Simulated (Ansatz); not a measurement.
YSiO:
```
CELL_PARAMETERS angstrom
      3.38264     0.00000     0.00000
      0.00000     3.38264     0.00000
      0.00000     0.00000     8.06020
ATOMIC_POSITIONS crystal
  Y  0.00000 0.50000 0.67302
  Y  0.50000 0.00000 0.32698
  Si 0.00000 0.00000 0.00000
  Si 0.50000 0.50000 0.00000
  O  0.50000 0.00000 0.61247
  O  0.00000 0.50000 0.38753
```

Relaxed with PBE. Special points in fractions of this cell's reciprocal vectors: Γ (0.000, 0.000, 0.000); X (0.000, 0.500, 0.000); M (0.500, 0.500, 0.000); Z (0.000, 0.000, 0.500); R (0.000, 0.500, 0.500); A (0.500, 0.500, 0.500).

### Question
List the band energies nearest the Fermi level at these points for PBE with spin–orbit coupling (plane waves, PAW; program Ansatz).

### Answer
In eV from the Fermi level; about four levels below and three above (degenerate sets whole), none deeper than 8.9 eV; points with the same levels are listed once.

| k | below | above |
|---|---|---|
| Γ | -1.36 -1.36 -1.00 -1.00 | 0.09 0.09 1.77 1.77 |
| X | -1.16 -1.16 -1.16 -1.16 | 1.34 1.34 1.34 1.34 |
| M | -0.75 -0.75 -0.75 -0.75 | 2.45 2.45 2.45 2.45 |
| Z | -0.66 -0.66 -0.51 -0.51 | 2.30 2.30 2.30 2.30 |
| R | -1.77 -1.77 -1.77 -1.77 | 1.40 1.40 1.40 1.40 |
| A | -0.94 -0.94 -0.94 -0.94 | 2.23 2.23 2.23 2.23 |

Space group P4/nmm. The start of the workflow was typed in or built on a structure type; neither database checked (COD, Materials Project) lists it. Whether it is the stable phase at ambient conditions was not checked. Symmetry was held in the PBE relaxation; whether a distortion lowers the energy is not shown. The run is not spin-polarised.

Potentials: the earlier of the program's two PAW sets.
